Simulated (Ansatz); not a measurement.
AlC₆:
```yaml
crystal:
  lattice:
    - [4.24264, 0.00000, 0.00000]
    - [-2.12132, 3.67423, 0.00000]
    - [0.00000, 0.00000, 6.12573]
  atoms:
    - { symbol: C, position: [0.33332, 0.33332, 0.00000] }
    - { symbol: C, position: [0.66668, 0.00000, 0.00000] }
    - { symbol: C, position: [0.00000, 0.66668, 0.00000] }
    - { symbol: C, position: [0.33332, 0.00000, 0.00000] }
    - { symbol: C, position: [0.66668, 0.66668, 0.00000] }
    - { symbol: C, position: [0.00000, 0.33332, 0.00000] }
    - { symbol: Al, position: [0.00000, 0.00000, 0.50000] }
```

Relaxed with r²SCAN+D4. Special points in fractions of this cell's reciprocal vectors: Γ (0.000, 0.000, 0.000); M (0.500, 0.000, 0.000); K (0.333, 0.333, 0.000); A (0.000, 0.000, 0.500); L (0.500, 0.000, 0.500); H (0.333, 0.333, 0.500).

### Question
List the band energies nearest the Fermi level at these points for r²SCAN+D4 (plane waves, PAW; program Ansatz).

### Answer
In eV from the Fermi level; about four levels below and three above (degenerate sets whole), none deeper than 8.9 eV; points with the same levels are listed once.

```csv
k,below,above
Γ,-1.14 -1.14 -0.98 -0.98,1.96 3.70 3.70
M,-6.80 -3.97 -3.62 -0.96,0.48 2.50 3.34
K,-6.04 -6.04 -3.70 -0.11 -0.11,2.82 4.28 4.28
A,-1.22 -1.22 -1.01 -1.01,0.25 4.17 4.17
L,-6.89 -3.68 -3.15 -0.31,0.61 1.54 2.94
H,-6.64 -6.12 -6.12 -2.76,0.51 0.51 1.75
```

Space group P6/mmm. A made-up cell: these elements were put on the sites of a structure type; neither database checked (COD, Materials Project) lists it. Its standing as an ambient phase is unchecked. Symmetry was held in the r²SCAN+D4 relaxation; whether a distortion lowers the energy is not shown.

Potentials: the later of the program's two PAW sets.
